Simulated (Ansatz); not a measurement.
MgSe (rock salt, Fm-3m), PBE in the plane-wave PAW code Ansatz. The conduction-band minimum lies at X, with 3 equivalent valleys. Second derivatives d²E/dk² of the lowest band at one valley (eV·Å²), along Cartesian directions:

| direction | d²E/dk² |
|---|---|
| [100] | 15.88 |
| [010] | 32.31 |
| [001] | 32.31 |
| [110] | 24.09 |
| [101] | 24.09 |
| [011] | 32.27 |

Task: Find the principal effective masses, the density-of-states mass and the conductivity mass.

Result: Off-diagonal terms follow from H_xy = H[110] − (H_xx + H_yy)/2, and m*/mₑ = 7.620 eV·Å² over each eigenvalue: 0.24, 0.24, 0.48. One valley's DOS mass (m₁m₂m₃)^(1/3) = 0.30, conductivity mass 3/(Σ 1/mᵢ) = 0.28 mₑ.

Task: What effective density of states Nc follows at 300 K for parabolic valleys?

Result: Nc = 2.509e19 × 3 × (0.30)^(3/2) ≈ 1.2e19 cm⁻³.

Symmetry was held in the PBE relaxation. Scalar-relativistic: spin–orbit coupling is off unless named, which matters more the heavier the elements.

Potentials: the later of the program's two PAW sets.

Edges and masses are those of Kohn–Sham bands, whose gap is no quasiparticle gap.
